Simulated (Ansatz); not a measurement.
HfO2:
```cif
data_Hf12O24
_chemical_formula_sum 'Hf12 O24'
_space_group_name_H-M_alt 'Pbcn'
_space_group_IT_number 60
_space_group_name_Hall '-P 2n 2ab'
_cell_length_a 4.83105
_cell_length_b 5.81374
_cell_length_c 15.99462
_cell_angle_alpha 90.000
_cell_angle_beta 90.000
_cell_angle_gamma 90.000
loop_
_atom_site_label
_atom_site_type_symbol
_atom_site_symmetry_multiplicity
_atom_site_Wyckoff_symbol
_atom_site_fract_x
_atom_site_fract_y
_atom_site_fract_z
_atom_site_occupancy
Hf1 Hf 8 d 0.00228 0.34875 0.08417 1
Hf2 Hf 4 c 0.00000 0.02374 0.25000 1
O1 O 8 d 0.29451 0.12923 0.03009 1
O2 O 8 d 0.22129 0.31023 0.19576 1
O3 O 8 d 0.21325 0.07373 0.36217 1
```

Relaxed with r²SCAN.

Question: Which orbitals make up the states near the band edges in plane-wave PAW r²SCAN (Ansatz code)?

Answer: Top 1 eV of the valence band: O 2p 94 %. Bottom 1 eV of the conduction band: Hf 5d 85 %, O 2p 9 %. Projections are on Löwdin-orthogonalised atomic valence shells; empty p or d shells of many metals are not among them.

Question: Tabulate the density of states.

Answer: States/eV per cell of 36 atoms, in 0.25 eV bins, energy from the valence-band maximum.

```csv
E (eV),total,O 2p,Hf 5d,Hf 6s
-7.85,0.00,0.00,0.00,0.00
-7.60,0.00,0.00,0.00,0.00
-7.35,0.00,0.00,0.00,0.00
-7.10,0.00,0.00,0.00,0.00
-6.85,0.00,0.00,0.00,0.00
-6.60,0.00,0.00,0.00,0.00
-6.35,0.00,0.00,0.00,0.00
-6.10,0.00,0.00,0.00,0.00
-5.85,0.00,0.00,0.00,0.00
-5.60,0.00,0.00,0.00,0.00
-5.35,0.00,0.00,0.00,0.00
-5.10,1.08,0.74,0.23,0.09
-4.85,10.14,6.86,2.34,0.69
-4.60,11.25,7.68,2.67,0.63
-4.35,25.22,17.50,5.70,1.42
-4.10,28.55,20.19,6.26,1.39
-3.85,36.70,26.16,8.96,0.84
-3.60,47.95,34.94,11.42,0.68
-3.35,34.44,25.49,7.79,0.39
-3.10,22.43,17.04,4.32,0.36
-2.85,23.28,18.24,3.73,0.45
-2.60,23.26,18.58,3.32,0.44
-2.35,24.98,20.44,3.15,0.40
-2.10,27.22,22.92,2.90,0.29
-1.85,35.71,30.75,3.21,0.25
-1.60,39.00,34.23,3.13,0.17
-1.35,38.45,34.29,2.73,0.17
-1.10,40.20,36.55,2.40,0.11
-0.85,42.53,39.45,1.90,0.09
-0.60,34.79,32.80,1.19,0.05
-0.35,23.59,22.64,0.55,0.02
-0.10,5.23,5.12,0.05,0.00
0.15,0.00,0.00,0.00,0.00
0.40,0.00,0.00,0.00,0.00
0.65,0.00,0.00,0.00,0.00
0.90,0.00,0.00,0.00,0.00
1.15,0.00,0.00,0.00,0.00
1.40,0.00,0.00,0.00,0.00
1.65,0.00,0.00,0.00,0.00
1.90,0.00,0.00,0.00,0.00
2.15,0.00,0.00,0.00,0.00
2.40,0.00,0.00,0.00,0.00
2.65,0.00,0.00,0.00,0.00
2.90,0.00,0.00,0.00,0.00
3.15,0.00,0.00,0.00,0.00
3.40,0.00,0.00,0.00,0.00
3.65,0.00,0.00,0.00,0.00
3.90,0.00,0.00,0.00,0.00
4.15,0.00,0.00,0.00,0.00
4.40,0.00,0.00,0.00,0.00
4.65,0.00,0.00,0.00,0.00
4.90,2.19,0.19,1.87,0.10
5.15,13.68,1.09,11.83,0.51
5.40,29.10,2.58,24.55,1.22
5.65,23.75,2.36,20.23,0.60
5.90,24.67,2.61,21.03,0.35
6.15,28.68,3.02,24.51,0.37
6.40,25.17,3.03,21.13,0.25
6.65,35.51,4.42,29.66,0.35
6.90,31.22,4.44,25.25,0.45
7.15,30.41,5.00,23.48,0.57
7.40,26.25,5.22,18.58,0.81
7.65,12.42,2.69,7.90,0.70
7.90,5.16,1.06,2.53,0.83
8.15,5.61,1.17,2.41,1.12
8.40,4.62,0.48,1.20,1.80
```

The workflow started from a Materials Project entry (that database holds measured and hypothetical structures alike); the Crystallography Open Database copy checked does not list it. It is not the phase usual at ambient conditions (space group No. 14, 29). The r²SCAN relaxation kept the symmetry of its start; its stability against distortions is not shown here. The run is not spin-polarised. Spin–orbit coupling is left out wherever it is not named.

Potentials: the later of the program's two PAW sets.
